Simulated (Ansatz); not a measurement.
**Pressure against volume: K**

```cif
data_structure
_symmetry_space_group_name_H-M 'Im-3m'
_symmetry_Int_Tables_number 229
_cell_length_a 5.2360
_cell_length_b 5.2360
_cell_length_c 5.2360
_cell_angle_alpha 90.000
_cell_angle_beta 90.000
_cell_angle_gamma 90.000
_cell_volume 143.55
loop_
_atom_site_label
_atom_site_type_symbol
_atom_site_symmetry_multiplicity
_atom_site_Wyckoff_symbol
_atom_site_fract_x
_atom_site_fract_y
_atom_site_fract_z
_atom_site_occupancy
K1 K 2 a 0.00000 0.00000 0.00000 1
```

The runs use the primitive cell with vectors (-2.618, 2.618, 2.618), (2.618, -2.618, 2.618), (2.618, 2.618, -2.618) Å, to which the k mesh refers.

The structure is an experimental refinement, used without relaxation.

Levels of theory: DFT, PBEsol, all-electron LAPW, scalar-relativistic (Ansatz 0.2.0); DFT, PBEsol, PAW with Ansatz's default frozen-core files, scalar-relativistic (Ansatz 0.2.0).

For LAPW: a Γ-centred 10×10×10 k mesh, Fermi–Dirac smearing of 0.08 eV, basis error target 0.5 meV/atom, no spin polarisation. PAW takes a cutoff of 420 eV at this cell (files made with PBE, cores remade for this functional). The Ansatz runs share mesh, smearing and spin set-up. Plane-wave (PAW) pressures include the program's estimate of the Pulay term.

The cell above is scaled evenly, with fractional coordinates and shape held.

Estimate the equilibrium volume and bulk modulus that full-potential LAPW gives for this fixed shape.

V0 = 71.09 Å³/atom, B0 = 4 GPa, B0′ = 3.8, from a third-order Birch–Murnaghan fit to these pressures:
```
V/V(cell)  V (Å³/atom)  P, LAPW (GPa)  P, PAW (GPa)
   0.9400       67.468           0.21          0.21
   0.9600       68.903           0.12          0.12
   0.9800       70.339           0.04          0.04
   0.9900       71.057           0.00          0.00
   1.0000       71.774          -0.03         -0.03
   1.0100       72.492          -0.07         -0.07
   1.0200       73.210          -0.10         -0.10
   1.0400       74.645          -0.16         -0.16
   1.0600       76.081          -0.22         -0.22
```

PAW's V0 lies 0.00 % from the all-electron value and its B0 0.0 %. Symmetry fixes shape and coordinates here, so this is the relaxed modulus.
